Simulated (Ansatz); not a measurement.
## InGaTe₃, before and after

The cell of InGaTe₃ is invented: random cell by space group and Wyckoff sites (Pm-3m, No. 221). Its size is a rough estimate.

start.cif

```cif
data_structure
_symmetry_space_group_name_H-M 'Pm-3m'
_symmetry_Int_Tables_number 221
_cell_length_a 5.6489
_cell_length_b 5.6489
_cell_length_c 5.6489
_cell_angle_alpha 90.000
_cell_angle_beta 90.000
_cell_angle_gamma 90.000
_cell_volume 180.25
loop_
_atom_site_label
_atom_site_type_symbol
_atom_site_symmetry_multiplicity
_atom_site_Wyckoff_symbol
_atom_site_fract_x
_atom_site_fract_y
_atom_site_fract_z
_atom_site_occupancy
In1 In 1 b 0.50000 0.50000 0.50000 1
Ga1 Ga 1 a 0.00000 0.00000 0.00000 1
Te1 Te 3 d 0.50000 0.00000 0.00000 1
```

Level of theory: Ansatz, DFT PBE, scalar-relativistic, plane waves, PAW. Cutoff 420 eV, Gaussian smearing, Γ-centred meshes. Cell and atoms relax first on a coarse mesh and then on a finer one. In between, the cell is made exact in the group found at 0.06 Å. In metals the finer mesh still leaves noise of several meV/atom or more. The steps can't lower the symmetry of their start. No spin polarisation.

end.cif

```cif
data_structure
_symmetry_space_group_name_H-M 'Pm-3m'
_symmetry_Int_Tables_number 221
_cell_length_a 5.4703
_cell_length_b 5.4703
_cell_length_c 5.4703
_cell_angle_alpha 90.000
_cell_angle_beta 90.000
_cell_angle_gamma 90.000
_cell_volume 163.69
loop_
_atom_site_label
_atom_site_type_symbol
_atom_site_symmetry_multiplicity
_atom_site_Wyckoff_symbol
_atom_site_fract_x
_atom_site_fract_y
_atom_site_fract_z
_atom_site_occupancy
In1 In 1 b 0.50000 0.50000 0.50000 1
Ga1 Ga 1 a 0.00000 0.00000 0.00000 1
Te1 Te 3 d 0.50000 0.00000 0.00000 1
```

The symmetry stays Pm-3m (No. 221). The end has the cubic perovskite type. The volume per atom shrinks by 9.2 %, from 36.1 to 32.7 Å³. The shortest distance goes from 2.82 Å (Ga–Te) to 2.74 Å (Ga–Te).

| Quantity | Value |
| --- | --- |
| Volume per atom | 32.74 Å³ |
| Density | 5.76 g/cm³ |
| Energy over the elements | +0.14 eV/atom |
| Gap on the 8×8×8 mesh of the 5-atom cell | 0 eV (a metal) |

Formation energies are uncorrected and refer to the elements' standard structures at the same level. A positive value: parting into the elements would lower its energy.

The last run used Gaussian smearing of 0.10 eV. These runs have no spin–orbit coupling, which can matter for Te. The reference form of Te is held partly by dispersion forces, which this level lacks. Symmetry constrained the relaxation, so the result can be a saddle point. In all, the 3 runs took 23 s on 1 thread of AMD EPYC 9R45 96-Core Processor (Zen 5), with other jobs on the host. Another cell of InGaTe3 relaxed alike, in R-3m, lies 22 meV/atom lower, so this cell isn't the stable form at this level.
